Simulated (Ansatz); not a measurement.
Every step of a relaxation of Zr (diamond type)

DFT, PBEsol, PAW with Ansatz's default frozen-core files, scalar-relativistic (Ansatz 0.2.0); a Γ-centred 12×12×12 k mesh, Fermi–Dirac smearing of 0.1 eV, no spin polarisation. The run relaxes cell and atoms at a target pressure of 0 GPa.

Command: `ansatz run input.yaml --threads 1 --pin off --max-ram 2048MiB --backend cpu --events-out ev --progress --plain --runs-dir out` It took 11 s on 1 thread of Arm Neoverse V1 (shared host), peak memory 0.36 GiB.

PAW: frozen-core files, cutoff 420 eV; forces are relaxed below 0.005 eV/Å.

Each step lists its free energy a cell above the last geometry, the pressure, the cell vectors (Å), and Cartesian positions (Å) with forces (eV/Å).

The first step:

```
step 1  dF = 6.31 meV  P = 1.22 GPa
  cell 0.0000 3.0396 3.0396  3.0396 0.0000 3.0396  3.0396 3.0396 0.0000
  Zr -0.7599 -0.7599 -0.7599   0.0000 0.0000 0.0000
  Zr 0.7599 0.7599 0.7599   0.0000 0.0000 0.0000
```

The PAW files were made under PBE.

The symmetry of the start is kept and no stability test is made, so the end need not be the stable phase.

Task: Where does the relaxation end, and by which steps?

Result: After 2 geometries, with conventional a, b, c = 6.139, 6.139, 6.139 Å, at 28.919 Å³/atom (+2.97 % against the start) in space group Fd-3m, with a shortest distance of 2.658 Å. The further steps:
```
step 2  dF = 0.00 meV  P = 0.05 GPa
  cell 0.0000 3.0695 3.0695  3.0695 0.0000 3.0695  3.0695 3.0695 0.0000
  Zr -0.7674 -0.7674 -0.7674   0.0000 0.0000 0.0000
  Zr 0.7674 0.7674 0.7674   0.0000 0.0000 0.0000
step 3  dF = -0.15 meV  P = 0.05 GPa  (same geometry on a basis chosen anew; earlier energies don't compare to the last digit)
  cell 0.0000 3.0695 3.0695  3.0695 0.0000 3.0695  3.0695 3.0695 0.0000
  Zr -0.7674 -0.7674 -0.7674   0.0000 0.0000 0.0000
  Zr 0.7674 0.7674 0.7674   0.0000 0.0000 0.0000
```
